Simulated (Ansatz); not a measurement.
# Sb2Se3: computed property card

Sb2Se3:
```
CELL_PARAMETERS angstrom
      4.06930     0.00000     0.00000
     -2.03465     3.52412     0.00000
      0.00000     0.00000    10.54633
ATOMIC_POSITIONS crystal
  Sb 0.33333 0.66667 0.17975
  Sb 0.66667 0.33333 0.82025
  Se 0.00000 0.00000 0.00000
  Se 0.33333 0.66667 0.67301
  Se 0.66667 0.33333 0.32699
```

Space group P-3m1 (No. 164), La2O3 or Ni2Al3 type; conventional cell a = b = 4.0693 Å, c = 10.5463 Å, α = β = 90.00°, γ = 120.00°.

Method: PBE in the plane-wave PAW code Ansatz. The cell and atoms are relaxed at this level. Other levels are named where they apply.

Cell and energy:

```json
{
 "volume_per_atom": "30.25 Å³",
 "density": "5.27 g/cm³",
 "Formation energy from the elements (no fitted shifts)": "-0.26 eV/atom"
}
```

Electronic structure:

```json
{
 "band_gap": "0.40 eV (indirect)",
 "valence_band_maximum": "on the K–Γ line, 88 % of the way from K",
 "conduction_band_minimum": "at Γ",
 "smallest_direct_gap_on_the_standard_path": "0.47 eV",
 "electron_effective_mass": "0.11, 0.11, 0.55 mₑ (principal values)",
 "hole_effective_mass": "0.27, 0.60, 2.1 mₑ (principal values)"
}
```

The cell is a constructed one: a structure type filled with these elements; neither database checked (COD, Materials Project) lists it. It is not the phase usual at ambient conditions (space group No. 62). Symmetry was held in the PBE relaxation; whether a distortion lowers the energy is not shown. The references are the lowest solids computed at this level, not always the standard phases. Spin–orbit coupling is left out wherever it is not named.

Potentials: the later of the program's two PAW sets.
